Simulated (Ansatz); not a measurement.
Sb:
```yaml
crystal:
  lattice:
    - [3.33393, 0.00000, 0.00000]
    - [-1.66697, 2.88727, 0.00000]
    - [0.00000, 0.00000, 5.53516]
  atoms:
    - { symbol: Sb, position: [0.33333, 0.66667, 0.25000] }
    - { symbol: Sb, position: [0.66667, 0.33333, 0.75000] }
```

Relaxed with r²SCAN+D4. Special points in fractions of this cell's reciprocal vectors: Γ (0.000, 0.000, 0.000); M (0.500, 0.000, 0.000); K (0.333, 0.333, 0.000); A (0.000, 0.000, 0.500); L (0.500, 0.000, 0.500); H (0.333, 0.333, 0.500).

Problem. List the band energies nearest the Fermi level at these points for DFT-r²SCAN+D4 in the program Ansatz with PAW potentials.

Solution. In eV from the Fermi level; about four levels below and three above (degenerate sets whole), none deeper than 8.9 eV; … stands for higher levels left out; points with the same levels are listed once.

```csv
k,below,above
Γ,-6.31,3.95 3.95 5.47
M,-4.69 -3.51 -2.52 -0.17,0.45 3.80 4.88
K,-2.44 -2.44 -1.41 -0.89 -0.89,3.93 13.56 …
A,-1.09 -1.09,4.79 4.79 4.79 4.79
L,-8.85 -8.85 -5.77 -5.77,1.72 1.72 1.73 1.73
H,-4.61 -4.61 -3.53 -3.53,2.98 2.98 7.87 7.87
```

Space group P6_3/mmc (hcp (Mg type)). The workflow started from an entry of the Crystallography Open Database (COD), which files this formula under 5 space groups. It is not the phase usual at ambient conditions (space group No. 166). The cell was relaxed with r²SCAN+D4 under the symmetry of its start; its stability against distortions is not shown here. Scalar-relativistic: spin–orbit coupling is off unless named, which matters more the heavier the elements.

Potentials: the later of the program's two PAW sets.
